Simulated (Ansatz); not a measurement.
A structure of BN relaxed with PBEsol (plane waves to 420 eV, PAW, scalar-relativistic; Ansatz, a program for electronic structure); single points at other levels follow on the same geometry (Ansatz, PAW; HSE06 at 420 eV on a 10×10×4 k-mesh; no spin-orbit coupling). Space group P6₃mc (No. 186).

```cif
data_B4N4
_chemical_formula_sum 'B4 N4'
_space_group_name_H-M_alt 'P63mc'
_space_group_IT_number 186
_space_group_name_Hall 'P 6c -2c'
_cell_length_a 2.54510
_cell_length_b 2.54510
_cell_length_c 8.36596
_cell_angle_alpha 90.000
_cell_angle_beta 90.000
_cell_angle_gamma 120.000
loop_
_atom_site_label
_atom_site_type_symbol
_atom_site_symmetry_multiplicity
_atom_site_Wyckoff_symbol
_atom_site_fract_x
_atom_site_fract_y
_atom_site_fract_z
_atom_site_occupancy
B1 B 2 a 0.00000 0.00000 0.49976 1
B2 B 2 b 0.33333 0.66667 0.25045 1
N1 N 2 a 0.00000 0.00000 0.31318 1
N2 N 2 b 0.33333 0.66667 0.06224 1
```

```
level   gap (eV)      kind  conduction minimum
------  --------  --------  ------------------
PBEsol      5.37  indirect                   M
HSE06        ___         –                 ___
```

Question: What belongs in the gaps?

Answer: 
- HSE06, gap (eV): 6.91
- HSE06, conduction minimum: M

HSE06 gaps come from a coarse mesh plus a few chosen points, so they may be too large. No spin polarisation in the result.

The run could not lose the symmetry of its start.

The first start was generated by placing the elements on the sites of a structure type. A measured structure of BN has the same space group, P6₃mc (No. 186); the sites were not compared with it.
